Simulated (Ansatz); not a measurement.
Relaxed-ion elastic tensor of ZrSe in space group P-6m2 (No. 187; Zr on 1a, Se on 1d) in GPa (Voigt order), DFT-LDA in the program Ansatz with PAW potentials; density 7.43 g/cm³, 19.03 Å³ per atom.

```
 200  83.2   108   0.0   0.0   0.0
83.2   200   108   0.0   0.0   0.0
 108   108   266   0.0   0.0   0.0
 0.0   0.0   0.0   139   0.0   0.0
 0.0   0.0   0.0   0.0   139   0.0
 0.0   0.0   0.0   0.0   0.0  58.6
```

Q: Is the crystal mechanically stable?

A: Yes: the smallest eigenvalue of C is 58.6 GPa.

Q: Work out the Voigt, Reuss and Hill averages.

A: K_V = 141, K_R = 136, K_H = 138; G_V = 91.9, G_R = 77.3, G_H = 84.6 GPa.

Q: Give Young's modulus, Poisson's ratio, Pugh's ratio and the universal anisotropy index.

A: E = 9KG/(3K + G) = 211 GPa; ν = 0.25; K/G = 1.63 (brittle by the Pugh limit of 1.75); A_U = 5G_V/G_R + K_V/K_R − 6 = 0.98.

Q: Estimate the sound speeds and the Debye temperature.

A: v_l = √((K + 4G/3)/ρ) = 5810 m/s, v_t = √(G/ρ) = 3380 m/s, mean 3750 m/s; Θ = (h/k)(3n/4πV)^(1/3) v_m = 418 K.

Q: Solve the Christoffel equation for the three sound speeds along x, y, z.

A: Eigenvalues of C_ijkl n_j n_l equal ρv². In km/s, slowest first: x 2.81, 4.33, 5.20; y 2.81, 4.33, 5.20; z 4.33, 4.33, 5.98.

Q: How much does each axis shrink under pressure?

A: Linear compressibilities β_i = Σ_j S_ij (j = 1 to 3): x 3.0, y 3.0, z 1.3 per TPa.

The workflow started from a Materials Project entry (that database holds measured and hypothetical structures alike); the Crystallography Open Database copy checked does not list it. Its standing as an ambient phase is unchecked. The LDA relaxation kept the symmetry of its start; whether a distortion lowers the energy is not shown. The run is not spin-polarised. As this level gives no gap, shear constants depend on the k-mesh and smearing (Fermi–Dirac, 0.1 eV here).

Potentials: the later of the program's two PAW sets.
